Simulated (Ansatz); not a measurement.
LiTaF$_{6}$:
```cif
data_F6LiTa
_chemical_formula_sum 'Li1 Ta1 F6'
_space_group_name_H-M_alt 'P 1'
_space_group_IT_number 1
_cell_length_a 5.44510
_cell_length_b 5.44510
_cell_length_c 5.44510
_cell_angle_alpha 57.120
_cell_angle_beta 57.120
_cell_angle_gamma 57.120
loop_
_space_group_symop_operation_xyz
  'x, y, z'
loop_
_atom_site_label
_atom_site_type_symbol
_atom_site_fract_x
_atom_site_fract_y
_atom_site_fract_z
_atom_site_occupancy
Li1 Li 0.50000 0.50000 0.50000 1
Ta1 Ta 0.00000 0.00000 0.00000 1
F1 F 0.14134 0.75627 0.34486 1
F2 F 0.85866 0.24373 0.65514 1
F3 F 0.75627 0.34486 0.14134 1
F4 F 0.24373 0.65514 0.85866 1
F5 F 0.34486 0.14134 0.75627 1
F6 F 0.65514 0.85866 0.24373 1
```

This is the r²SCAN-relaxed structure.

### Question
All from plane-wave PAW r²SCAN (Ansatz code), unless another level is named. Estimate the smallest direct gap on the standard path.

### Answer
7.18 eV.

### Question
What about the gap with spin–orbit coupling?

### Answer
6.97 eV.

### Question
Next, the electron effective mass with spin–orbit coupling?

### Answer
5.6, 10, 17 mₑ (principal values).

Space group R-3. The workflow started from a Materials Project entry (that database holds measured and hypothetical structures alike); the Crystallography Open Database copy checked does not list it. With Li and Ta taken as one species the cell has the higher symmetry R-3c, so it may be an ordered model of a mixed-site phase. Its standing as an ambient phase is unchecked. The r²SCAN relaxation kept the symmetry of its start; its stability against distortions is not shown here. No spin polarisation was allowed. Scalar-relativistic: spin–orbit coupling is off unless named, which matters more the heavier the elements.

Potentials: the later of the program's two PAW sets.
